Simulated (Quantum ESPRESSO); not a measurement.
## Calculated data, Zr₂WO₆F₂ (made-up cell, one site empty)

Calculation on a made-up crystal cell, not a measurement: periodic Kohn-Sham density functional theory in plane waves with PseudoDojo standard norm-conserving scalar-relativistic pseudopotentials, each functional with its own files (v0.5 for PBE, v0.4.1 for LDA and PBEsol), no spin polarisation, no spin-orbit coupling, atoms not relaxed, stress positive in tension, energies less a fixed whole-eV offset for each atom's element; levels are Kohn-Sham levels at fractions of this cell's reciprocal vectors, counted from the reference band (half the neutral cell's valence electrons, rounded up) at Gamma; error bars cover cutoff and k-mesh only, not smearing or the files; each bar is the largest change over components, and at least 0.002 eV, 0.002 eV per angstrom or 0.02 GPa; added strain carries the atoms with the cell, and shear is the tensor component; no dispersion term; energies are for the whole cell, and the offsets were chosen from early runs and are not element reference energies; machines and their load varied, so run times do not measure scaling. Program: Quantum ESPRESSO 7.5.

### Zr₂WO₆F₂ (made-up cell, one site empty)

```
Zr2WO6F2
1.0
      5.0654     0.0441     0.0346
      0.0441     4.8811     0.0247
      0.0462     0.0329     6.6065
Zr W Zr O F O
1 1 1 1 2 5
Direct
  0.51337 0.49680 0.25258
  0.01289 0.00572 0.50157
  0.49776 0.49501 0.75595
  0.31284 0.30146 0.00785
  0.69704 0.69945 -0.00076
  0.79748 0.19811 0.24671
  0.19099 0.81415 0.25260
  0.30157 0.30028 0.50195
  0.69634 0.68837 0.50671
  0.79956 0.19711 0.74519
  0.19790 0.79909 0.75123
```

| Property | Result |
| --- | --- |
| lattice type | rutile, doubled along c |
| empty site | 1 |
| functional | pbe |
| cutoff | 1143 eV |
| fermi dirac smearing | 0.025 eV |
| scf tolerance | 1e-07 eV |
| electrons removed | 0 |
| run command | mpirun -np 4 pw.x -nk 4 -in in |
| run processor | Intel Xeon, 2023 or later, virtual cores |
| k mesh | 4 x 5 x 4, shifted by half a step |
| pressure | withheld |
| stress zz | withheld |

Atoms:
```
atoms element  atom site  atom energy offset (eV)
           Zr          2                    -1377
            W          3                    -2062
           Zr          4                    -1377
            O          5                     -452
            F          6                     -677
            F          7                     -677
            O          8                     -452
            O          9                     -452
            O         10                     -452
            O         11                     -452
            O         12                     -452
```

**Q.** Estimate the pressure of Zr₂WO₆F₂ (made-up cell, one site empty).
**A.** -19.46 GPa

**Q.** Zr₂WO₆F₂ (made-up cell, one site empty): stress zz?
**A.** 27.79 GPa

**Q.** Give the table of levels values for Zr₂WO₆F₂ (made-up cell, one site empty).
**A.** 
Levels:
```
level k point  next band up (eV)
        Gamma               1.13
(1/2,1/2,1/2)              1.182
   (0.15,0,0)              1.127
   (0,0.15,0)              1.123
   (0,0,0.15)              1.106
```

Further results for Zr₂WO₆F₂ (made-up cell, one site empty):

| Item | Value |
| --- | --- |
| free energy less offsets | 11.74 eV |
| scf iterations | 20 |
| smearing term minus ts | 0 eV |
| stress xx | 16.76 GPa |
| stress yy | 13.82 GPa |
| stress yz | 2.88 GPa |
| stress xz | -1.942 GPa |
| stress xy | 2.527 GPa |
| reference band | 44 |
| error bar energy | 0.004072 eV |
| error bar stress | 0.02 GPa |
| error bar force | 0.002717 eV/Å |
| error bar next band up | 0.002 eV |
| error bars from | tighter rerun of this cell |
| wall time of scf and band steps on a shared machine | 173.2 s |

Forces:
```
site  x (eV/Å)  y (eV/Å)  z (eV/Å)
   2    -3.007     0.683    -2.577
   3     2.432    -2.945     3.887
   4   -0.9001    -1.107     2.511
   5     2.552     2.383    0.5297
   6   -0.5662   -0.5869    0.3275
   7    0.8839   -0.6907       1.5
   8    -1.016     1.171     4.572
   9    -1.616    -1.472   -0.5228
  10      1.62     1.763    -0.943
  11     1.347    -1.099    -4.364
  12     -1.73     1.901     -4.92
```
